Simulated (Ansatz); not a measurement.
Li₃Ga₂ in space group R-3m (No. 166; Li on 6c, Li on 3a, Ga on 6c) at seven volumes, r²SCAN (plane waves, PAW; program Ansatz), shape and atoms relaxed at each. One row is withheld.

```csv
V (Å³/atom),P (GPa)
13.545,?
13.992,2.95
14.438,1.36
14.885,0.00
15.331,-1.17
15.778,-2.16
16.224,-3.02
```

Question: Fit the shown pressures and predict the withheld one.

Answer: P = (3/2)B₀(x^(7/2) − x^(5/2))[1 + (3/4)(B′ − 4)(x − 1)] with x = (V₀/V)^(2/3). Least squares on the six rows gives V₀ = 14.884 Å³/atom, B₀ = 41.9 GPa, B′ = 4.18. At V = 13.545, x = 1.0649 and P = 4.81 GPa. The run itself gave 4.80 GPa.

The workflow started from an entry of the Crystallography Open Database (COD). Whether it is the stable phase at ambient conditions was not checked. The cell was relaxed with r²SCAN under the symmetry of its start; whether a distortion lowers the energy is not shown.

Potentials: the later of the program's two PAW sets.
